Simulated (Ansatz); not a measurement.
Ru (hcp (Mg type), P6_3/mmc) at seven volumes, plane-wave PAW LDA (Ansatz code), shape and atoms relaxed at each. One row is withheld.

```csv
V (Å³/atom),P (GPa)
11.914,43.24
12.307,26.28
12.700,12.00
13.092,-0.01
13.485,-10.10
13.878,?
14.271,-25.66
```

Fit the shown pressures and predict the withheld one.

Third-order Birch–Murnaghan: P = (3/2)B₀(x^(7/2) − x^(5/2))[1 + (3/4)(B′ − 4)(x − 1)] with x = (V₀/V)^(2/3). Least squares on the six rows gives V₀ = 13.092 Å³/atom, B₀ = 365.9 GPa, B′ = 4.78. At V = 13.878, x = 0.9619 and P = -18.56 GPa. The run itself gave -18.57 GPa.

The cell was relaxed with LDA under the symmetry of its start. No spin polarisation was allowed.

Potentials: the earlier of the program's two PAW sets. The files were generated under PBE; for other functionals the program regenerates the frozen cores, and for LDA and PBEsol the local potential too.
